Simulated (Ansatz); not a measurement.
Input:

PbS:
```
CELL_PARAMETERS angstrom
      0.00000     3.27160     3.27160
      3.27160     0.00000     3.27160
      3.27160     3.27160     0.00000
ATOMIC_POSITIONS crystal
  S  0.25000 0.25000 0.25000
  Pb 0.00000 0.00000 0.00000
```

This is the PBEsol-relaxed structure.

Q: All from the program Ansatz at the PBEsol level (PAW), unless another level is named. Estimate the gap with spin–orbit coupling.

A: 0.54 eV.

Q: And the formation energy from the elements (no fitted shifts)?

A: -0.28 eV/atom.

Q: Predict the band gap.

A: 0.63 eV (indirect).

Q: Next, the conduction-band minimum?

A: at X (3 equivalent valleys).

Q: And the weight of the conduction-edge state by species (Voronoi cells)?

A: Pb 70 %, S 30 %.

Space group F-43m (zinc blende). The start of the workflow was typed in or built on a structure type; neither database checked (COD, Materials Project) lists it. It is not the phase usual at ambient conditions (space group No. 225). Symmetry was held in the PBEsol relaxation. At this level the phase is mechanically unstable. The references are the lowest solids computed at this level, not always the standard phases. Spin–orbit coupling is left out wherever it is not named.

Potentials: the later of the program's two PAW sets.
